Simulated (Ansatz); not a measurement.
A relaxed cell of ZrAl₅N₆ is given with its symmetry left out. The cell was found from a structure generator's guess, not taken from experiment.

These are results of Ansatz, DFT PBE, scalar-relativistic, plane waves, PAW, not measurements. Cutoff 420 eV, Γ-centred mesh, Gaussian smearing, no spin polarisation.

```
Zr Al N
1.0
     2.99137    0.00000    0.00000
     0.00000    2.99137    0.00000
     0.00000    0.00000   12.53077
Zr Al N
1 5 6
Direct
  0.00000 0.00000 0.00000
  0.00000 0.00000 0.65777
  0.50000 0.50000 0.81702
  0.50000 0.50000 0.18298
  0.00000 0.00000 0.34223
  0.50000 0.50000 0.50000
  0.00000 0.00000 0.81540
  0.50000 0.50000 0.00000
  0.00000 0.00000 0.18460
  0.50000 0.50000 0.34178
  0.00000 0.00000 0.50000
  0.50000 0.50000 0.65822
```

Energies over the elements count from the elements' standard structures at the same level (N₂ as a molecule), with no fitted energy shifts.

(1) What space group does it have?

(2) What is its formation energy per atom?

(3) Is it a metal?

Results:

(1) P4/mmm (No. 123), with Zr and Al ordered on rock salt sites. Conventional cell: a = 2.991 Å, c = 12.531 Å. Zr is surrounded by 4 N at 2.12 Å, 2 N at 2.31 Å, 4 Zr at 2.99 Å and 8 Al at 3.12 Å; Al on a site of symmetry 4mm has 2 N at 1.98 Å and 4 N at 2.12 Å; Al on a second site of symmetry 4mm has 1 N at 1.99 Å, 4 N at 2.12 Å, 1 N at 2.29 Å, 8 Al at 2.91–2.99 Å and 4 Zr at 3.12 Å; N on a site of symmetry 4mm has 1 Al at 1.98 Å, 4 Al at 2.12 Å and 1 Zr at 2.31 Å; 4 more sites not described.

(2) −1.11 eV/atom.

(3) Yes, bands cross the Fermi level on the 12×12×4 mesh.

The last run used a 12×12×4 mesh (in the run's order of axes) for its 12-atom cell and Gaussian smearing of 0.10 eV. A structure relaxed within its symmetry needn't be a true minimum. Another cell of ZrAl5N6 relaxed alike, in P-3m1, lies 75 meV/atom lower, so this cell isn't the stable form at this level.
